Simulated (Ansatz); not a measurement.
The relaxed structure here is a generated cell of SiS2: the first start was made by placing the elements on the sites of a structure type, and the end was not matched to a known phase here, so it may be hypothetical.

One stationary structure of SiS2. Space group P6₃/mmc (No. 194), AFLOW prototype AB2_hP6_194_c_f (C7, as in MoS2). Method: r2SCAN (plane waves to 500 eV, PAW, scalar-relativistic; Ansatz, a program for electronic structure).

```cif
data_S4Si2
_chemical_formula_sum 'Si2 S4'
_space_group_name_H-M_alt 'P63/mmc'
_space_group_IT_number 194
_space_group_name_Hall '-P 6c 2c'
_cell_length_a 3.23128
_cell_length_b 3.23128
_cell_length_c 12.72105
_cell_angle_alpha 90.000
_cell_angle_beta 90.000
_cell_angle_gamma 120.000
loop_
_atom_site_label
_atom_site_type_symbol
_atom_site_symmetry_multiplicity
_atom_site_Wyckoff_symbol
_atom_site_fract_x
_atom_site_fract_y
_atom_site_fract_z
_atom_site_occupancy
Si1 Si 2 c 0.33333 0.66667 0.25000 1
S1 S 4 f 0.66667 0.33333 0.13618 1
```

* **Volume per atom**: 19.17 Å³
* **Density**: 2.66 g/cm³
* **Band gap**: 0.19 eV, indirect (valence top at Γ, conduction bottom at M) (no spin-orbit coupling)
* **Smallest direct gap**: 0.90 eV at M
* **Shortest distances**: S–Si 2.36 Å; S–S 2.90 Å; Si–Si 3.23 Å
* **k-mesh**: 12×12×3

Band energies at high-symmetry points (eV from the VBM; labels of this space group; no spin-orbit coupling), from −5 eV up to 3.9 eV:

```
point                                                               energies
-----  ---------------------------------------------------------------------
Γ        -3.37 -1.89 -1.66 -1.66 -1.64 -1.64 -0.05 -0.05 0.00 0.00 2.16 2.69
M              -4.89 -3.66 -3.62 -1.54 -1.44 -1.25 -0.71 0.19 0.67 1.76 1.87
K                    -4.61 -4.61 -4.23 -4.05 -0.72 -0.72 1.68 1.68 2.25 2.97
A      -2.64 -2.64 -1.65 -1.65 -1.65 -1.65 -0.02 -0.02 -0.02 -0.02 2.49 2.49
L                    -3.64 -3.64 -1.49 -1.49 -1.03 -1.03 0.46 0.46 1.86 1.86
H                    -4.59 -4.59 -4.14 -4.14 -0.76 -0.76 1.76 1.76 2.58 2.58
```

No spin polarisation in the result.

The run could not lower the symmetry of its start; a shaken copy of this end point relaxes with r2SCAN to P4₂/nmc (No. 137), 559 meV/atom lower.
